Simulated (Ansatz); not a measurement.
Relaxed-ion elastic tensor of WO3 in space group P4/nmm (No. 129; W on 2c, O on 2c, O on 4d) in GPa (Voigt order), PBEsol in the plane-wave PAW code Ansatz; density 6.93 g/cm³, 13.89 Å³ per atom.

```
 345   198  93.1   0.0   0.0   0.0
 198   345  93.1   0.0   0.0   0.0
93.1  93.1   205   0.0   0.0   0.0
 0.0   0.0   0.0  59.2   0.0   0.0
 0.0   0.0   0.0   0.0  59.2   0.0
 0.0   0.0   0.0   0.0   0.0   284
```

Is the crystal mechanically stable?

Yes: the smallest eigenvalue of C is 59.2 GPa.

Work out the Voigt, Reuss and Hill averages.

K_V = 185, K_R = 162, K_H = 173; G_V = 114, G_R = 79.7, G_H = 97.1 GPa.

Give Young's modulus, Poisson's ratio, Pugh's ratio and the universal anisotropy index.

E = 9KG/(3K + G) = 245 GPa; ν = 0.26; K/G = 1.78 (near the Pugh limit of 1.75, no verdict); A_U = 5G_V/G_R + K_V/K_R − 6 = 2.32.

Estimate the sound speeds and the Debye temperature.

v_l = √((K + 4G/3)/ρ) = 6610 m/s, v_t = √(G/ρ) = 3740 m/s, mean 4160 m/s; Θ = (h/k)(3n/4πV)^(1/3) v_m = 516 K.

Solve the Christoffel equation for the three sound speeds along x, y, z.

Eigenvalues of C_ijkl n_j n_l equal ρv². In km/s, slowest first: x 2.92, 6.40, 7.06; y 2.92, 6.40, 7.06; z 2.92, 2.92, 5.44.

How much does each axis shrink under pressure?

Linear compressibilities β_i = Σ_j S_ij (j = 1 to 3): x 1.2, y 1.2, z 3.8 per TPa.

The first step of the workflow began from a Materials Project structure, measured or hypothetical; the Crystallography Open Database files this formula in space group No. 129, but the cells were not matched. Whether it is the stable phase at ambient conditions was not checked. Symmetry was held in the PBEsol relaxation. At this level the phase is dynamically unstable (imaginary phonons). The run is not spin-polarised. No Hubbard U is applied. Scalar-relativistic: spin–orbit coupling is off unless named, which matters more the heavier the elements.

Potentials: the earlier of the program's two PAW sets. The files were generated under PBE; for other functionals the program regenerates the frozen cores, and for LDA and PBEsol the local potential too.
